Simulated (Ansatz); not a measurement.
Self-consistent states of CsVI3 (P6_3/mmc)

Level of theory: r²SCAN+U, U_eff = 2.0 eV (Dudarev form) on V d, fully localised double counting, scalar-relativistic datasets, 500 eV, PAW set soft_2 (made for PBE), 3×3×3 mesh, Gaussian smearing of 0.05 eV; plane-wave PAW code Ansatz.

```yaml
crystal:
  lattice:
    - [8.12400, 0.00000, 0.00000]
    - [-4.06200, 7.03559, 0.00000]
    - [0.00000, 0.00000, 6.77400]
  atoms:
    - { symbol: Cs, position: [0.33333, 0.66667, 0.25000] }
    - { symbol: Cs, position: [0.66667, 0.33333, 0.75000] }
    - { symbol: V, position: [0.00000, 0.00000, 0.00000] }
    - { symbol: V, position: [0.00000, 0.00000, 0.50000] }
    - { symbol: I, position: [0.16900, 0.83100, 0.75000] }
    - { symbol: I, position: [0.33800, 0.16900, 0.25000] }
    - { symbol: I, position: [0.16900, 0.33800, 0.75000] }
    - { symbol: I, position: [0.83100, 0.16900, 0.25000] }
    - { symbol: I, position: [0.66200, 0.83100, 0.75000] }
    - { symbol: I, position: [0.83100, 0.66200, 0.25000] }
```

The structure is that of a cell as deposited in COD, unrelaxed.

Cell and atoms stay fixed, and the cell was started in 11 ways, of which 1 didn't converge and is left out, without spin–orbit coupling. The starts were built for 3 d electrons on V, a formal count that the converged states needn't keep. Starting moments of the plain starts: V3 3.00; V4 -3.00 μB (atoms counted from 1).

Energies count from the lowest free state found; constrained states (a lock kept on the moments, or spin off) can lie above or below free ones. A natural orbital (eigenvector of a shell's occupation matrix) is counted as filled above 0.75 (0.9 in a metal) and as partly filled from 0.35 up to that; ↑ and ↓ are the spin channels.

```tsv
state	reached from	ΔE (meV/atom)	gap (eV)	P (GPa)	cell spin moment (μB)	site spin moments (μB)	shell filling	Hubbard energy (eV/cell)	flags
1	random orbitals: random mixtures, high spin (draw 2); from atoms, default search; natural orbitals of the symmetric run, filled by rank; 5 more	0.0	3.33	0.3	0.00	V 2.73, -2.73	V 3↑ 0↓, 3.64 e; V 0↑ 3↓, 3.64 e	1.21	occupations loosely converged
2	random orbitals: pairs of harmonics, high spin (draw 8)	156.7	1.49	1.5	0.00	V 2.68, -2.68	V 3↑ 0↓, 3.54 e; V 0↑ 3↓, 3.54 e	1.05	occupations loosely converged
3	random orbitals: single harmonics, high spin (draw 1)	219.2	1.06	1.3	0.00	V 2.69, -2.69	V 3↑ 0↓, 3.56 e; V 0↑ 3↓, 3.56 e	1.11	–
```

The lowest free state (state 1) has 3 d electrons in filled orbitals, 3 of them unpaired, the high-spin filling, a gap of 3.33 eV. Its natural occupations are V3 spin up: 0.17 0.17 0.98 1.00 1.00; V3 spin down: 0.02 0.02 0.04 0.12 0.12; V4 spin up: 0.02 0.02 0.04 0.12 0.12; V4 spin down: 0.17 0.17 0.98 1.00 1.00. Since all bands are wholly filled or empty, the fractional occupations (0.12, 0.17) come from mixing of the shell with the neighbours' orbitals (covalency), not from partly filled bands. The Hubbard potential on a natural orbital is U(½ − λ), so on V3 an orbital at λ = 0.98 is pushed 1.6 eV below one at λ = 0.17 of the same spin (U × 0.81). The gap is 3.33 eV; other splittings, such as the crystal field's, add to the Hubbard shift.

State 2 lies 156.7 meV/atom higher, or 1.57 eV per cell. It has 3 d electrons in filled orbitals, 3 of them unpaired, the high-spin filling, a gap of 1.49 eV; natural occupations V3 spin up: 0.05 0.18 0.99 0.99 1.00; V3 spin down: 0.03 0.03 0.04 0.11 0.13; V4 spin up: 0.03 0.03 0.04 0.11 0.13; V4 spin down: 0.05 0.18 0.99 0.99 1.00. Both fill the same number of orbitals in each spin with the same magnetic order, so they differ in which orbitals are filled. With J = 0 the Hubbard energy is (U/2) Σ λ(1 − λ), a penalty on fractional natural occupations. The sums Σ λ(1 − λ) over the cell's shells are 1.21 for state 1 and 1.05 for state 2, which at U/2 = 1.00 eV give 1.21 and 1.05 eV per cell. Of the difference of 1.57 eV per cell, the Hubbard term gives -0.16 eV and all other terms 1.73 eV, so the Hubbard term itself makes little of it, though U shapes both states. The other terms are taken on each state's own density, so they aren't the result of a run without U.

Every start opposed the V moments, so their parallel order wasn't tried.

In the lowest free state the fixed cell carries forces up to 0.38 eV/Å; relaxing would change energies and could change the order of close states.

A still lower state can't be excluded. Spin–orbit coupling is left out. The value of U was drawn from a range and not derived for this compound; another value can change gaps, moments and the order of states. Gaps are Kohn–Sham gaps over the k-mesh alone and may be smaller between its points. Site moments are integrated in small spheres and here fall short of the shell's N↑ − N↓.
